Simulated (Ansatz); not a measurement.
Data:

BeS:
```
BeS
1.0
    2.92558     0.00000     0.00000
    0.00000     2.92558     0.00000
    0.00000     0.00000     2.92558
Be S
1 1
Direct
  0.00000   0.00000   0.00000
  0.50000   0.50000   0.50000
```

This is the PBE-relaxed structure.

Task: All from PBE (plane waves, PAW; program Ansatz), unless another level is named. Give the electronic character.

Result: metallic (no gap).

Task: And the density of states at the Fermi level?

Result: 0.48 states/eV per atom (mean over ±0.08 eV).

Task: Next, the formation energy from the elements (no fitted shifts)?

Result: 0.45 eV/atom.

Space group Pm-3m (CsCl type). The cell is a constructed one: a structure type filled with these elements; neither database checked (COD, Materials Project) lists it. COD files the formula under space group No. 216, so this cell is another polymorph or a model. Its standing as an ambient phase is unchecked. The PBE relaxation kept the symmetry of its start; its stability against distortions is not shown here. The references are the lowest solids computed at this level, not always the standard phases.

Potentials: the earlier of the program's two PAW sets.
